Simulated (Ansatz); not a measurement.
TiAu$_{4}$ in space group I4/m (No. 87; Ti on 2a, Au on 8h), plane-wave PAW LDA (Ansatz code), all energies at zero smearing, with the estimated change up to a 700 eV cutoff added, with one set of potentials and settings (totals compare only within such a set). Cell of 5 atoms (1 Ti, 4 Au): -53911.872 eV.

```tsv
element	reference phase	E (eV/atom)
Ti	P6/mmm, 3 atoms in the cell	-2450.3259
Au	Fm-3m, 1 atoms in the cell	-12864.9550
```

Formation energy per atom, worked out: (-53911.872 − 1×(-2450.3259) − 4×(-12864.9550))/5 = -0.345 eV/atom (-33 kJ per mol of atoms), at 0 K, without zero-point energy or fitted corrections.

The first step of the workflow began from a Materials Project structure, measured or hypothetical; the Crystallography Open Database copy checked does not list it. With Ti and Au taken as one species the cell has the higher symmetry Fm-3m, so it may be an ordered model of a mixed-site phase. Its standing as an ambient phase is unchecked. The LDA relaxation kept the symmetry of its start; its stability against distortions is not shown here. No spin polarisation was allowed. The references are the lowest solids computed at this level, not always the standard phases. Spin–orbit coupling is left out wherever it is not named.

Potentials: the later of the program's two PAW sets.
